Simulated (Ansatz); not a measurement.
This cell of Os (hcp, Mg type) is off equilibrium:

```
Os
1.0
    5.50971     0.00000     0.00000
   -1.37743     2.38577     0.00000
    0.00000     0.00000     4.34430
Os
4
Cartesian
  0.00000   1.59052   3.44490
  2.75485   1.59052   3.07156
  1.37743   0.79526   1.27275
  4.13228   0.79526   0.89941
```

All values below come from PBE (plane waves to 420 eV, PAW, scalar-relativistic; Ansatz, a first-principles code). k mesh 19×19×11 (Γ-centred), Fermi-Dirac smearing 0.05 eV. Compression counts positive. With partly filled bands, energies and forces of such displacements shift with the k mesh and the smearing. Os is run without spin polarisation. Os was relaxed with its symmetry unable to fall. Spin-orbit coupling is left out, though Os is heavy.

Question: Predict the force on every atom, in eV/Å.

Answer: 
```csv
atom,Fx,Fy,Fz
Os1,1.361,0.786,-3.339
Os2,1.361,0.786,3.339
Os3,-1.361,-0.786,-3.339
Os4,-1.361,-0.786,3.339
```

Question: Give the stress tensor in GPa and the pressure.

Answer: 
```
    8.9      5.1      0.0
    5.1      3.0      0.0
    0.0      0.0     19.6
```
The pressure, a third of the trace, is 10.5 GPa.

(A displaced cell: forces are minus the slopes of the energy, force constants its curvatures, and phonons follow from these.)
